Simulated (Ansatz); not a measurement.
BaRe (CsCl-type start) from one functional to the next

The compound was started in one structure type and brought to zero pressure at each level (plane-wave PAW code Ansatz, Gaussian smearing of 0.05 eV, scalar-relativistic unless SOC, spin–orbit coupling, is named).

The structure was built from a prototype; whether the compound forms in it isn't claimed.

The cell at PBEsol (neighbours within 15 % of each site's shortest distance, so a longer bond may be listed from one end only): The structure is cubic, space group Pm-3m (No. 221). The conventional cell has a = 3.616 Å, b = 3.616 Å, c = 3.616 Å, α = 90.00°, β = 90.00°, γ = 90.00°. Around Ba (site symmetry m-3m) lie 8 Re at 3.13 Å. Re (site symmetry m-3m) has 8 Ba at 3.13 Å as nearest neighbours.

| level | cutoff (eV) | k-mesh | final group | a (Å) | V (Å³/atom) | gap (eV) | B0 (GPa) | E_f (eV/atom) |
| --- | --- | --- | --- | --- | --- | --- | --- | --- |
| PBEsol‡ | 420 | 8×8×8 | Pm-3m | 3.616 | 23.64 | metal | 63 | 2.01 |
| r²SCAN | 500 | 10×10×10 | Pm-3m | 3.703 | 25.39 | metal | 44 | 2.17 |

**Question.** What does PBE (420 eV, 8×8×8 mesh) give?

**Answer.** final group Pm-3m, a (Å) 3.723, V (Å³/atom) 25.80, gap (eV) metal, B0 (GPa) 45, E_f (eV/atom) 2.02.

Volumes against PBE: PBEsol −8.4 %, r²SCAN −1.6 %. PBEsol < PBE is the usual order of volumes: a stronger gradient correction lowers the energy of inhomogeneous, expanded densities and so lengthens the bonds (here 3.0 % in length from PBEsol to PBE, a third of the change in volume). The formation energy spans 0.16 eV/atom over the functionals (PBEsol lowest, r²SCAN highest); the spread holds the functional's effect on the elements as well as on the compound.

‡ The elastic check found it unstable, so the cell may be held only by its symmetry; for metals the mesh of that check is too coarse to be sure. No mark: no distortion tried lowers the energy by 0.5 meV/atom or more (2 in metals), or none was tried. The heavy elements are treated without spin–orbit coupling. All functionals run on datasets generated with PBE. E_f is the formation energy from the elements run alike, at 0 K, without zero-point energy; it is good to about 0.01 eV/atom as a calculation.

All runs used the PAW datasets of the set soft_2.
